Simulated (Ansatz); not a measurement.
**BiN in the PbO-type structure**

Method: PBEsol, scalar-relativistic; no spin polarisation; PAW, 420 eV, 8×8×6 k-mesh, Gaussian smearing of 0.05 eV; code Ansatz. The datasets are Ansatz's generated set soft_2.

Space group P4/nmm:1 (No. 129). a = 4.010 Å, b = 4.010 Å, c = 4.864 Å, α = 90.00°, β = 90.00°, γ = 90.00°
```csv
atom,site,symmetry,x,y,z
Bi,2c,4mm,0.5000,0.0000,0.2255
N,2a,-4m2,0.0000,0.0000,0.0000
```

This is a trial structure made by placing the elements on a prototype's sites, so it needn't be the stable form.

The cell above was scaled in volume, and shape and atoms were relaxed at each volume within its symmetry. Energies are counted from the cell above.

```csv
V (Å³/atom),ΔE (meV/atom),P (GPa)
18.77,2.4,1.11
19.16,0.5,0.50
19.55,0.0,-0.01
19.94,0.6,-0.51
20.33,2.1,-0.81
```

Question: Can a bulk modulus be trusted from these points?

Answer: No. The energies are smooth (scatter 0.01 meV/atom), but the fit's B0′ of 10.0 is out of the usual range: the curve is too flat or too lopsided over this range, as for soft or weakly bound crystals, and a third-order form can't fix it.

For elements this heavy, spin–orbit coupling would shift levels and gaps; it isn't included here. The run is a metal.
